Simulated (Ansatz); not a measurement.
HfBrN:
```yaml
crystal:
  lattice:
    - [3.56214, 0.00000, 0.00000]
    - [0.00000, 4.10158, 0.00000]
    - [0.00000, 0.00000, 8.78087]
  atoms:
    - { symbol: Hf, position: [0.50000, 0.00000, 0.09815] }
    - { symbol: Hf, position: [0.00000, 0.50000, 0.90185] }
    - { symbol: Br, position: [0.50000, 0.50000, 0.66566] }
    - { symbol: Br, position: [0.00000, 0.00000, 0.33434] }
    - { symbol: N, position: [0.50000, 0.50000, 0.03450] }
    - { symbol: N, position: [0.00000, 0.00000, 0.96550] }
```

Relaxed with r²SCAN+D4.

**Question.** Map the electron localisation function on the plane through (0.500, 0.000, 0.098) spanned by u = [1, 0, 0] and v = [0, 0, 1] in lattice vectors, from r²SCAN+D4 (plane waves, PAW; program Ansatz).

**Answer.** x is the fraction of u, y of v (the angle between them is 90°; rows are the nearest grid lines); atoms in the plane: Hf at (0.00, 0.00), Br at (0.50, 0.24), N at (0.50, 0.87).
```
y \ x   0.000  0.111  0.167  0.278  0.389  0.444  0.556  0.611  0.722  0.833  0.889   1.00
------  -----  -----  -----  -----  -----  -----  -----  -----  -----  -----  -----  -----
1.00    0.745  0.845  0.809  0.223  0.228  0.384  0.384  0.228  0.223  0.809  0.845  0.745
0.925   0.800  0.630  0.360  0.423  0.810  0.770  0.770  0.810  0.423  0.360  0.630  0.800
0.850   0.039  0.114  0.358  0.806  0.675  0.295  0.295  0.675  0.806  0.358  0.114  0.039
0.775   0.031  0.125  0.310  0.657  0.786  0.809  0.809  0.786  0.657  0.310  0.125  0.031
0.700   0.011  0.015  0.022  0.080  0.244  0.316  0.316  0.244  0.080  0.022  0.015  0.011
0.625   0.016  0.015  0.014  0.011  0.011  0.012  0.012  0.011  0.011  0.014  0.015  0.016
0.550   0.016  0.014  0.013  0.009  0.005  0.004  0.004  0.005  0.009  0.013  0.014  0.016
0.450   0.007  0.006  0.007  0.014  0.051  0.083  0.083  0.051  0.014  0.007  0.006  0.007
0.375   0.009  0.053  0.190  0.625  0.795  0.824  0.824  0.795  0.625  0.190  0.053  0.009
0.300   0.030  0.339  0.657  0.867  0.819  0.691  0.691  0.819  0.867  0.657  0.339  0.030
0.225   0.075  0.509  0.757  0.860  0.119  0.002  0.002  0.119  0.860  0.757  0.509  0.075
0.150   0.060  0.182  0.444  0.826  0.857  0.821  0.821  0.857  0.826  0.444  0.182  0.060
0.0750  0.754  0.673  0.491  0.117  0.289  0.379  0.379  0.289  0.117  0.491  0.673  0.754
0.000   0.745  0.845  0.809  0.223  0.228  0.384  0.384  0.228  0.223  0.809  0.845  0.745
```

The density is the valence pseudo-density with augmentation charge, so density and ELF within about 1 Å of a nucleus are not all-electron values.

Space group Pmmn. The workflow started from a Materials Project entry (that database holds measured and hypothetical structures alike); the Crystallography Open Database files this formula in space group No. 59, but the cells were not matched. Whether it is the stable phase at ambient conditions was not checked. The r²SCAN+D4 relaxation kept the symmetry of its start; its stability against distortions is not shown here. The run is not spin-polarised. Scalar-relativistic: spin–orbit coupling is off unless named, which matters more the heavier the elements.

Potentials: the later of the program's two PAW sets.
